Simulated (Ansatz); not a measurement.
Data:

Starting cell, TaN (rock salt):

```xyz
4
Lattice="0.0000 4.4170 4.4170 2.2085 0.0000 2.2085 2.2085 2.2085 0.0000" Properties=species:S:1:pos:R:3 pbc="T T T"
N      0.0000     0.0000     0.0000
N      0.0000     2.2085     2.2085
Ta     2.2085     2.2085     2.2085
Ta     2.2085     4.4170     4.4170
```

In each cell atom 3 (Ta, nearest neighbour N at 2.209 Å; its periodic images, 3.1 Å or more away, move with it) moves by s·(0.577, 0.577, 0.577) (along Cartesian [111]), the rest being held.

The numbers are results of PBE (plane waves to 420 eV, PAW, scalar-relativistic; Ansatz, a first-principles code), not measurements. k mesh 15×15×15 (Γ-centred), Fermi-Dirac smearing 0.05 eV. E stands for the smeared free energy. With partly filled bands, energies and forces of such displacements shift with the k mesh and the smearing. Spin-orbit coupling is left out, though Ta is heavy. TaN is run without spin polarisation. TaN was relaxed with its symmetry unable to fall. This is a high-temperature form of TaN. The zero of ΔE is the undisplaced structure.

The scan covers s from -0.660 to 0.660 Å in 11 points.

### Question
Is the energy the same for equal positive and negative displacements?

### Answer
Even: the same for both signs. With its periodic images moving along, the atom's site symmetry in this cell is -3m.

### Question
What is the energy change at s = 0.660 Å?

### Answer
1680 meV/cell.

### Question
What is the force constant k = d²E/ds² of this move at s = 0?

### Answer
6.53 eV/Å².

(A displaced cell: forces are minus the slopes of the energy, force constants its curvatures, and phonons follow from these.)
